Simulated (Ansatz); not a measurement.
WS₂ in space group P6_3/mmc (No. 194; W on 2c, S on 4f) under volume change, r²SCAN+D4 (plane waves, PAW; program Ansatz), shape and atoms relaxed at each volume.

```tsv
V (Å³/atom)	E − E(relaxed) (meV/atom)	P (GPa)
16.585	26.6	6.24
17.131	10.3	3.44
17.678	2.2	1.43
18.225	0.0	0.00
18.772	1.6	-0.89
19.318	5.6	-1.38
19.865	10.6	-1.54
```

Q: What does a third-order Birch–Murnaghan fit give for V₀, B₀ and B′?

A: V₀ = 18.23 Å³/atom, B₀ = 36.8 GPa, B′ = 13.8.

The cell was relaxed with r²SCAN+D4 under the symmetry of its start; of distortions, only those at the zone centre were tested. No spin polarisation was allowed. Spin–orbit coupling is left out wherever it is not named.

Potentials: the later of the program's two PAW sets.
